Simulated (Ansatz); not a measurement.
# MoRh, first-principles data

MoRh:
```
CELL_PARAMETERS angstrom
      2.72678     0.00000     0.00000
     -1.36339     2.36146     0.00000
      0.00000     0.00000     4.35885
ATOMIC_POSITIONS crystal
  Mo 0.00000 0.00000 0.50000
  Rh 0.33333 0.66667 0.00000
```

Space group P-6m2 (No. 187); conventional cell a = b = 2.727 Å, c = 4.359 Å, α = β = 90.00°, γ = 120.00°.

Method: the program Ansatz at the LDA level (PAW). The cell and atoms are relaxed at this level. Other levels are named where they apply.

### Cell and energy

- Volume per atom: 14.03 Å³
- Density: 11.76 g/cm³
- Formation energy from the elements (no fitted shifts): -0.13 eV/atom

### Electronic structure

* **Electronic character**: metallic (no gap)
* **Density of states at the Fermi level**: 0.86 states/eV per atom (mean over ±0.08 eV)

### Mechanics

Bulk modulus (Birch–Murnaghan fit): 305 GPa
Pressure derivative B′: 4.5
Elastic constants (relaxed ions, GPa): C11 = 440, C12 = 259, C13 = 197, C33 = 566, C44 = 149
Mechanical stability: stable (all eigenvalues of C positive)
Hill bulk and shear moduli: 305 and 126 GPa
Young's modulus: 332 GPa
Poisson's ratio: 0.32
Debye temperature from the elastic constants: 452 K

### Phonons

- Highest zone-centre frequency: 27.2 meV
- Zone-centre stability: no imaginary mode at Γ

The workflow started from a Materials Project entry (that database holds measured and hypothetical structures alike); the Crystallography Open Database copy checked does not list it. With Mo and Rh taken as one species the cell has the higher symmetry P6_3/mmc, so it may be an ordered model of a mixed-site phase. Its standing as an ambient phase is unchecked. Symmetry was held in the LDA relaxation. The run is not spin-polarised. As this level gives no gap, shear constants depend on the k-mesh and smearing (Fermi–Dirac, 0.1 eV here). As this level gives no gap, phonon frequencies hold no LO–TO term and depend on the k-mesh and smearing (Fermi–Dirac, 0.1 eV here). Axis ratios of metals converge slowly with the k-mesh, so a and c are less sure than the volume. On the denser mesh and wider smearing of the elastic run this cell carries a stress of 0.4 GPa. The references are the lowest solids computed at this level, not always the standard phases. Scalar-relativistic: spin–orbit coupling is off unless named, which matters more the heavier the elements.

Potentials: the later of the program's two PAW sets.
